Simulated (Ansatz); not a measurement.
Tetragonal HfO2 (relaxed group P4_2/nmc): a single-point calculation in the PAW code Ansatz (PBE+SOC). Cell and atoms come from a relaxation with r2SCAN.

```yaml
crystal:
  lattice:
    - [3.5766923096, 0.0, 0.0]
    - [0.0, 3.5766923096, 0.0]
    - [0.0, 0.0, 5.2022212706]
  atoms:
    - { symbol: Hf, position: [0.0, 0.0, 0.0] }
    - { symbol: Hf, position: [0.5, 0.5, 0.5] }
    - { symbol: O, position: [0.0, 0.5, 0.3037893705] }
    - { symbol: O, position: [0.0, 0.5, 0.8037893705] }
    - { symbol: O, position: [0.5, 0.0, 0.6962106295] }
    - { symbol: O, position: [0.5, 0.0, 0.1962106295] }
kpoints:
  mp_grid: { grid: [8, 8, 6] }
  band_path:
    path:
      - [0.0, 0.0, 0.0]
      - [0.0, 0.5, 0.0]
      - [0.5, 0.5, 0.0]
      - [0.0, 0.0, 0.5]
      - [0.0, 0.5, 0.5]
      - [0.5, 0.5, 0.5]
    npoints: 1
hamiltonian:
  xc: pbe
scf:
  occupations: { method: fixed }
  n_extra_bands: 10
magnetization:
  noncollinear: true
  spin_orbit: true
output:
  forces: true
  stress: true
  eigenvalues: true
  write_density: true
  write_potential: true
  elf: true
  volumetric_format: npy
```

Some lines of the output have been replaced by numbered gaps.
```
scf.n_extra_bands = 10 over 76 filled bands (N_el = 76.0): the run solves 86 bands
Functional definition: PBE
Crystal: 6 atoms, lattice volume = 66.551 Å³
[1]
Symmetry: 16 space group operations + 16 with time reversal
Magnetic group: BNS 137.508 (UNI 1168)
k-points: 60 of 384
SCF 1 converged in 9 iterations: F = -33760.243184 eV  dr2 = 7.13e-8
SCF converged after 9 iterations
Magnetization: |M| = 0.0000 μB,  M = (+0.0000, +0.0000, +0.0000) μB
Free energy (F): -33760.243184 eV
[2]
--- Forces (eV/Å), atoms counted from 1 ---
[3]
--- Stress (GPa, compression-positive) ---
[4]
--- Band table (eV; the first three rows and the last of 60) ---
[5]
```

The rows of the band table are 0: (0, 0, 0) = Γ, 1: (0, 0, 1/6), 2: (0, 0, 1/3), 59: (-1/2, -1/2, -1/2) = A.

Task: What stood in the gaps? They hold the stress, the Fermi energy and the band table, the forces, cutoff and plane waves at Γ.

Result:
```
[1]
Basis set: ecut = 420 eV, 1277 PW (Γ)
[2]
Fermi energy:    14.887137 eV
[3]
  atom   1  Hf      0.00000      0.00000      0.00000
  atom   2  Hf      0.00000      0.00000      0.00000
  atom   3  O       0.00000      0.00000    -0.06317
  atom   4  O       0.00000      0.00000    -0.06317
  atom   5  O       0.00000      0.00000      0.06317
  atom   6  O       0.00000      0.00000      0.06317
[4]
        5.699138       0.000000       0.000000
        0.000000       5.699138       0.000000
        0.000000       0.000000       5.446589
  P = ⅓ Tr σ = 5.6150 GPa (56.150 kbar)
[5]
  k-point 0: bands = […, 14.1928, 14.1928, 14.7480, 14.7480, 14.8235, 14.8235, 14.8242, 14.8242, 19.6150, 19.6150, 19.6343, 19.6343, 20.8375, 20.8375, …]
  k-point 1: bands = […, 13.8059, 13.8059, 14.3399, 14.3399, 14.8309, 14.8309, 14.8410, 14.8410, 19.7128, 19.7128, 19.7610, 19.7610, 20.8257, 20.8257, …]
  k-point 2: bands = […, 14.0813, 14.0813, 14.1009, 14.1009, 14.8657, 14.8657, 14.8739, 14.8739, 19.9366, 19.9366, 20.1389, 20.1389, 20.6190, 20.6190, …]
  k-point 59: bands = […, 13.4638, 13.4638, 13.4638, 13.4638, 14.8553, 14.8553, 14.8553, 14.8553, 20.7834, 20.7834, 20.7834, 20.7834, 21.1491, 21.1491, …]
```
Only the leading digits can be foreseen; the rest is this run's record.

Wall time 67 s on 1 × NVIDIA H100 80GB HBM3 with 2 threads of AMD EPYC 7R13 Processor (Zen 3), with other jobs on the host; peak host memory 1.4 GiB.

No magnetic order and no zero-point or thermal motion; the cell was built from a prototype and may be hypothetical.
